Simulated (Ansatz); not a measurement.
TePb (rock salt, space group No. 225) at seven volumes, r²SCAN in the plane-wave PAW code Ansatz, scaled uniformly. One row is withheld.

```json
[
 {"V (Å³/atom)": "31.739", "P (GPa)": "4.90"},
 {"V (Å³/atom)": "32.785", "P (GPa)": "2.99"},
 {"V (Å³/atom)": "33.832", "P (GPa)": "1.37"},
 {"V (Å³/atom)": "34.878", "P (GPa)": "0.00"},
 {"V (Å³/atom)": "35.924", "P (GPa)": "-1.17"},
 {"V (Å³/atom)": "36.971", "P (GPa)": "-2.16"},
 {"V (Å³/atom)": "38.017", "P (GPa)": "?"}
]
```

**Question.** Fit the shown pressures and predict the withheld one.

**Answer.** P = (3/2)B₀(x^(7/2) − x^(5/2))[1 + (3/4)(B′ − 4)(x − 1)] with x = (V₀/V)^(2/3). Least squares on the six rows gives V₀ = 34.876 Å³/atom, B₀ = 42.1 GPa, B′ = 4.44. At V = 38.017, x = 0.9441 and P = -3.00 GPa. The run itself gave -2.99 GPa.

Space group Fm-3m (rock salt). The cell was relaxed with r²SCAN under the symmetry of its start; of distortions, only those at the zone centre were tested. Scalar-relativistic: spin–orbit coupling is off unless named, which matters more the heavier the elements.

Potentials: the later of the program's two PAW sets.
